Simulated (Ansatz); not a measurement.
The cell below belongs to a search over invented structures; it isn't taken from experiment.

Input and command of a plane-wave DFT calculation in Ansatz:

```yaml
crystal:
  lattice:
    - [4.8969265466, 2.8272418599, 3.0262134]
    - [-4.8969265466, 2.8272418599, 3.0262134]
    - [0.0, -5.6544837198, 3.0262133999]
  atoms:
    - { symbol: Si, position: [0.3878472679, 0.137705023, 0.0129281245] }
    - { symbol: Si, position: [0.6121527321, 0.862294977, 0.9870718755] }
    - { symbol: Si, position: [0.6161008187, 0.7393647737, 0.3200416283] }
    - { symbol: Si, position: [0.3838991813, 0.2606352263, 0.6799583717] }
    - { symbol: Si, position: [0.0129281245, 0.3878472679, 0.137705023] }
    - { symbol: Si, position: [0.9870718755, 0.6121527321, 0.862294977] }
    - { symbol: Si, position: [0.3200416283, 0.6161008187, 0.7393647737] }
    - { symbol: Si, position: [0.6799583717, 0.3838991813, 0.2606352263] }
    - { symbol: Si, position: [0.137705023, 0.0129281245, 0.3878472679] }
    - { symbol: Si, position: [0.862294977, 0.9870718755, 0.6121527321] }
    - { symbol: Si, position: [0.2606352263, 0.6799583717, 0.3838991813] }
    - { symbol: Si, position: [0.7393647737, 0.3200416283, 0.6161008187] }
    - { symbol: C, position: [0.9110460441, 0.9110460441, 0.9110460441] }
    - { symbol: C, position: [0.0889539559, 0.0889539559, 0.0889539559] }
basis:
  ecutwfc: 420
kpoints:
  mp_grid: { grid: [6, 6, 6] }
hamiltonian:
  xc: pbe
scf:
  occupations: { method: gaussian, width: 0.02 }
output:
  forces: true
  stress: true
  eigenvalues: true
relax:
  adjacent_minimum: "off"
  f_tol: 0.01
  max_steps: 30
  cell: { stress_tol: 0.1, fix: [volume] }
```

```bash
ansatz run input.yaml --threads 1 --pin off --max-ram 2560MiB --backend cpu --events-out ev --progress --plain --runs-dir out
```

Processor: Intel(R) Xeon(R) 6975P-C (Granite Rapids), 1 thread, on a host shared with other jobs.

**Question.** Estimate time, memory and problem size.

**Answer.** About 89 s, peak memory 0.67 GiB. It solves 42 bands at 40 k points (after reduction by symmetry) with about 4967 plane waves, in 27 SCF iterations over 6 ionic steps.
